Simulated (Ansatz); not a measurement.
# Hg$_{4}$Pt: strain energy, fitted

Hg$_{4}$Pt, Im-3m, a = 6.229 Å. The structure is a COD entry; whether it is the stable form wasn't checked. Ansatz: PBEsol, PAW, 420 eV, Γ-centred 6×6×6 mesh on 10 atoms, Gaussian smearing 0.10 eV; no spin polarisation. Series: equal strain along all axes, cell held, atoms fixed by symmetry; x is the strain in per cent. y is the free energy over the unstrained cell, V0 = 24.167 Å³/atom.

```tsv
x (%)	y (meV/atom)
-3.0	?
-2.0	24.02
-1.0	5.56
0.0	0.00
1.0	5.60
2.0	20.82
3.0	44.27
```

Problem. Fit y = c2 x² + c3 x³ to the other rows, turn c2 into a modulus, and predict the missing energy.

Solution. Least squares on the rows shown. y = 5.5784 x² − 0.21633 x³. In eV per unit strain² c2 is 55.78; the stiffness is B for this strain (E = 9/2 B V0 ε², shape held): 2 × 55.78 × 160.2 / (9 × 24.167) = 82 GPa. The unstrained cell keeps some stress along the strain, worth a slope of 0.29 meV/atom per %, which the form leaves out. At x = -3.0 the fit asked for gives 56.05 meV/atom. The run gave 57.25 meV/atom, so the fit is 1.20 meV/atom too low, 2.1 % of the span of the series, against an rms of 0.19 meV/atom on the fitted rows. The row lies outside the fitted range. With a term in x⁴ added, a fit to the same known rows predicts 55.00 meV/atom, further off still.

Spin–orbit coupling is left out, which can shift energies with elements as heavy as these.